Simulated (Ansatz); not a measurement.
## Computed properties of Rb$_{2}$H$_{6}$Pt

Rb2H6Pt:
```cif
data_H24Pt4Rb8
_chemical_formula_sum 'Rb8 H24 Pt4'
_space_group_name_H-M_alt 'Fm-3m'
_space_group_IT_number 225
_space_group_name_Hall '-F 4 2 3'
_cell_length_a 8.50715
_cell_length_b 8.50715
_cell_length_c 8.50715
_cell_angle_alpha 90.000
_cell_angle_beta 90.000
_cell_angle_gamma 90.000
loop_
_atom_site_label
_atom_site_type_symbol
_atom_site_symmetry_multiplicity
_atom_site_Wyckoff_symbol
_atom_site_fract_x
_atom_site_fract_y
_atom_site_fract_z
_atom_site_occupancy
Rb1 Rb 8 c 0.25000 0.25000 0.25000 1
H1 H 24 e 0.00000 0.00000 0.19288 1
Pt1 Pt 4 a 0.00000 0.00000 0.00000 1
```
(The calculation used a cell of 9 atoms; values per cell refer to that cell.)

Space group Fm-3m (No. 225); conventional cell a = b = c = 8.5072 Å, α = β = γ = 90.00°.

Method: DFT-r²SCAN in the program Ansatz with PAW potentials. Geometry: relaxed at this level of theory. Other levels are named where they apply.

**Cell and energy**

```yaml
volume_per_atom: 17.10 Å³
density: 4.01 g/cm³
Formation energy from the elements (no fitted shifts): -0.47 eV/atom
```

**Electronic structure**

```yaml
band_gap: 4.41 eV (smallest direct gap 4.42 eV)
valence_band_maximum: at K
conduction_band_minimum: at X (3 equivalent valleys)
electron_effective_mass: 0.52, 0.77, 0.77 mₑ (principal values)
Electron effective mass with spin–orbit coupling: 0.52, 0.78, 0.78 mₑ (principal values)
hole_effective_mass: 2.6, 4.2, 7.9 mₑ (principal values)
Hole effective mass with spin–orbit coupling: 2.5, 2.5, 3.1 mₑ (principal values)
HSE06 gap on the r²SCAN cell: 5.08 eV
Gap with spin–orbit coupling: 4.27 eV
```

**Mechanics**

```yaml
Bulk modulus (Birch–Murnaghan fit): 16.2 GPa
Pressure derivative B′: 4.7
```

**Charges**

```yaml
bader_charges: Rb +0.84, H -0.30, Pt +0.10 e
```

The workflow started from a Materials Project entry (that database holds measured and hypothetical structures alike); the Crystallography Open Database copy checked does not list it. Whether it is the stable phase at ambient conditions was not checked. The cell was relaxed with r²SCAN under the symmetry of its start; whether a distortion lowers the energy is not shown. No spin polarisation was allowed. The references are the lowest solids computed at this level, not always the standard phases (solids in place of the gases). Spin–orbit coupling is left out wherever it is not named.

Potentials: the later of the program's two PAW sets.
